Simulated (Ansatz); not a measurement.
Generalised stacking fault of CaF2 (fluorite) on the {100} plane. The cell below holds the perfect crystal with the plane normal along z; tilting its third vector by the shift puts one fault into each cell, between planes 1.38 Å apart, at fixed cell height.

```
CELL_PARAMETERS angstrom
      3.89687     0.00000     0.00000
      0.00000     3.89687     0.00000
      1.94844     1.94844     8.26652
ATOMIC_POSITIONS crystal
  Ca 0.00000 0.00000 0.91667
  Ca 0.33333 0.33333 0.25000
  Ca 0.66667 0.66667 0.58333
  F  0.91667 0.41667 0.08333
  F  0.25000 0.75000 0.41667
  F  0.58333 0.08333 0.75000
  F  0.41667 0.91667 0.08333
  F  0.75000 0.25000 0.41667
  F  0.08333 0.58333 0.75000
```

In-plane vectors a = (3.897, 0.000) Å, b = (0.000, 3.897) Å, area 15.19 Å². The shift is s times the vector a + b (length 5.511 Å), so s = 1 restores the start. Atoms relax along the normal only. γ = [E(shift) − E(0)] / area.

Computed with PBE (plane waves to 420 eV, PAW, scalar-relativistic; Ansatz, a quantum-chemistry and plane-wave program). k mesh 7×7×7 (Γ-centred), Fermi-Dirac smearing 0.05 eV. E is the zero-smearing estimate. Stress and pressure are positive under compression. Faults lie only 8.3 Å apart, and holding the cell height raises γ above its relaxed value. CaF2 was relaxed with its symmetry unable to fall. The PAW data are Ansatz's earlier set. γ is measured from zero shift.

Q: Predict the γ (meV/Å²) and σ normal to the fault (GPa) at s = 0.083, 0.167, 0.250, 0.500, 0.917.

A: 
| s | γ (meV/Å²) | σ normal to the fault (GPa) |
|---|---|---|
| 0.083 | 11.3 | 1.2 |
| 0.167 | 29.2 | 3.2 |
| 0.250 | 43.0 | 4.4 |
| 0.500 | 53.0 | 4.4 |
| 0.917 | 11.3 | 1.2 |

(The slope of γ gives the shear force per area between the displaced halves; near zero shift its curvature is an elastic stiffness.)
